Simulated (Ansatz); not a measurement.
# Lattice vibrations of ZrO₃ at Γ

Method: DFT PBEsol, scalar-relativistic, plane waves, PAW (Ansatz). Plane waves to 420 eV; Γ-centred k mesh 6×8×4; fixed occupations. No spin polarisation. Phonons by linear response, acoustic sum rule imposed.

The cell, relaxed at this level:
```
Zr O
1.0
     4.05663    0.00000    0.01058
     0.00000    3.23765    0.00000
    -0.91309    0.00000    7.38337
Zr O
2 6
Cartesian
  0.5543 2.4282 4.8443
  2.5893 0.8094 2.5496
  3.3292 2.4282 1.3680
  -0.1857 0.8094 6.0260
  0.5589 0.8094 3.3669
  2.5847 2.4282 4.0271
  1.2876 0.8094 6.0338
  1.8560 2.4282 1.3601
```

The cell was built by swapping an element in a database structure (itself possibly hypothetical) and relaxing; it need not be the stable form of this composition. The crystal is built of layers and no dispersion correction was added, so the binding between them is poorly described, and with it their spacing and whatever depends on it.

(1) Give the high-frequency dielectric tensor ε∞.

(2) Give the Born effective charges.

(3) How large is the static dielectric tensor with the ions free to move, and what share of it is ionic?

Results:

(1)
```
3.84 0.00 0.01
0.00 4.79 0.00
0.01 0.00 2.99
```

(2)
| atom | Z*xx | Z*yy | Z*zz | mean |
| --- | --- | --- | --- | --- |
| Zr (atom 1) | 3.83 | 5.99 | 2.72 | 4.18 |
| O (atom 3) | -0.51 | -1.84 | -0.68 | -1.01 |
| O (atom 5) | -2.79 | -2.33 | -1.30 | -2.14 |
| O (atom 7) | -0.53 | -1.83 | -0.73 | -1.03 |

(3)
```
 7.8  0.0  0.0
 0.0 13.2  0.0
 0.0  0.0  4.0
```
The ions give 54 % of its trace.

Cost: 1 run of about 21 core-minutes, on AMD EPYC (Zen 3) (shared hosts).